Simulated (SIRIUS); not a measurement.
Worked example: self-consistent single point of Sr₂ZnAs₂ (Amm2, 5 atoms in the cell; from Materials Project mp-1218372, changed as shown) in SIRIUS.

Computed with PBEsol, GBRV PBEsol ultrasoft pseudopotentials (plane waves; SIRIUS).

The change in words: atom 5 moved by +0.08 angstrom along y. Reference geometry (P-6m2):
```
CELL_PARAMETERS angstrom
      4.38028     0.00000     0.00000
     -2.19014     3.79343     0.00000
      0.00000     0.00000     8.56553
ATOMIC_POSITIONS crystal
  Sr 0.00000 0.00000 0.70553
  Sr 0.00000 0.00000 0.29447
  Zn 0.66667 0.33333 0.00000
  As 0.66667 0.33333 0.50000
  As 0.33333 0.66667 0.00000
```

Reference input (self-consistent single point, DFT, PBEsol, plane waves, GBRV PBEsol ultrasoft pseudopotentials): parameters.ngridk = 7 7 3; parameters.xc_functionals = [XC_GGA_X_PBE_SOL, XC_GGA_C_PBE_SOL]; parameters.gk_cutoff = 6.325 1/bohr; parameters.pw_cutoff = 14.143 1/bohr; parameters.shiftk = 1 1 1; parameters.smearing = cold; parameters.smearing_width = 0.00499791 Ha; potentials = GBRV PBEsol ultrasoft pseudopotentials; parameters.electronic_structure_method = pseudopotential; parameters.num_bands = 30; parameters.num_mag_dims = 0; parameters.num_dft_iter = 100. This run's input differs from it in these lines:

```diff
@@ -55,3 +55,3 @@
         [4.1387689134, 2.3895147211, 8.0932529061],
-        [-4.1388e-06, 4.7790366107, 0.0]
+        [0.0, 4.9302141898, 0.0]
       ]
```

The program printed (abridged):

```
[find] density tolerance         : 1e-06
[find] total energy tolerance    : 1e-07
[find] iter_solver_tol (initial) : 0.01
[find] iter_solver_tol (target)  : 1e-13
[find] num_dft_iter              : 100
Charges and magnetic moments
--------------------------------------------------------------------------------
total charge          : 50.000000
[find] | SCF iteration   0 out of 100|
[diagonalize] iterative solver tolerance (occupied, empty): 0.01 0.01
[diagonalize] average number of iterations: 2
[find_efermi_generic] Newton iteration converged after 0 steps
[find] Charges and magnetic moments
[find] total charge          : 50.000000
[find] Energy
[find] smearing (-TS)                 :       0.00000000
[find] Total energy                   :    -340.77802778 (Ha),    -681.55605555 (Ry)
[find] Free energy (E-TS)             :    -340.77802778 (Ha),    -681.55605555 (Ry)
[find] band gap (eV)                  :       1.43622682
[find] Efermi                         :       0.24182719
[find] iteration : 0, RMS (target) : 2.4728e-01 (1.0000e-06) , energy difference (target) : -3.4078e+02 (1.0000e-07)
[find] bands are converged : true
[find] iterative solver converged : false
[find] | SCF iteration   1 out of 100|
[diagonalize] iterative solver tolerance (occupied, empty): 0.005 0.005
   [... lines left out ...]
[find] Charges and magnetic moments
[find] Free energy (E-TS)             :    -340.80204300 (Ha),    -681.60408600 (Ry)
[find] band gap (eV)                  :       0.00000000
[find] Efermi                         :       0.26030223
[find] Charges and magnetic moments
[find] Free energy (E-TS)             :    -340.80346478 (Ha),    -681.60692956 (Ry)
[find] band gap (eV)                  :       0.23762547
[find] Efermi                         :       0.25427091
[find] Charges and magnetic moments
[find] Free energy (E-TS)             :    -340.80173928 (Ha),    -681.60347856 (Ry)
   [... lines left out ...]
[ground_state] ==== total Forces in Ha/bohr =====
[ground_state] atom:    0, force:      -0.0000000      0.0001002     -0.0005041
[ground_state] atom:    1, force:      -0.0000000      0.0001002      0.0005041
[ground_state] atom:    2, force:      -0.0000000      0.0080196      0.0000000
[ground_state] atom:    3, force:      -0.0000000      0.0004862      0.0000000
[ground_state] atom:    4, force:       0.0000000     -0.0087047      0.0000000
```

The run converged in 33 iterations. SIRIUS prints the stress tensor with tension positive. Against the reference run the free energy goes up by 3.5 meV/atom, the pressure stays near -2.16 GPa while the yy stress (positive for compression) goes from -2.36 to -1.96 GPa and the largest force goes from 0.020 to 0.448 eV/Å.

The structure comes from a collection of computed structures, made at another level of theory; the collection holds predicted forms beside known ones. No clean gap shows at this smearing width and mesh (spacing up to 0.24 Å⁻¹); the mesh is coarse for partly filled bands, so the values carry mesh errors.

Cost on one core: about 6 core-minutes (a rough figure).
